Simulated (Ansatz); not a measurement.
TaTe:
```xyz
2
Lattice="3.4189 0.0000 0.0000 0.0000 3.4189 0.0000 0.0000 0.0000 3.4189" Properties=species:S:1:pos:R:3 pbc="T T T"
Ta     0.0000     0.0000     0.0000
Te     1.7094     1.7094     1.7094
```

Relaxed with PBE. Special points in fractions of this cell's reciprocal vectors: Γ (0.000, 0.000, 0.000); X (0.000, 0.500, 0.000); M (0.500, 0.500, 0.000); R (0.500, 0.500, 0.500).

Problem. List the band energies nearest the Fermi level at these points for plane-wave PAW PBE with spin–orbit coupling (Ansatz code).

Solution. In eV from the Fermi level; about four levels below and three above (degenerate sets whole), none deeper than 8.9 eV; points with the same levels are listed once.

| k | below | above |
|---|---|---|
| Γ | -1.11 -1.11 -1.11 -1.11 | 1.25 1.25 1.25 1.25 |
| X | -2.80 -2.80 -2.02 -2.02 | 1.58 1.58 2.70 2.70 |
| M | -0.40 -0.40 -0.21 -0.21 | 0.42 0.42 1.41 1.41 |
| R | -6.62 -6.62 -6.62 -6.62 | 0.61 0.61 1.86 1.86 1.86 1.86 |

Space group Pm-3m (CsCl type). The start of the workflow was typed in or built on a structure type; neither database checked (COD, Materials Project) lists it. Whether it is the stable phase at ambient conditions was not checked. The cell was relaxed with PBE under the symmetry of its start; its stability against distortions is not shown here. No spin polarisation was allowed. Its formation energy is positive at this level, so the cell may be metastable or incomplete. With an odd number of electrons in the cell and no spin polarisation, the count alone makes it a metal.

Potentials: the later of the program's two PAW sets.
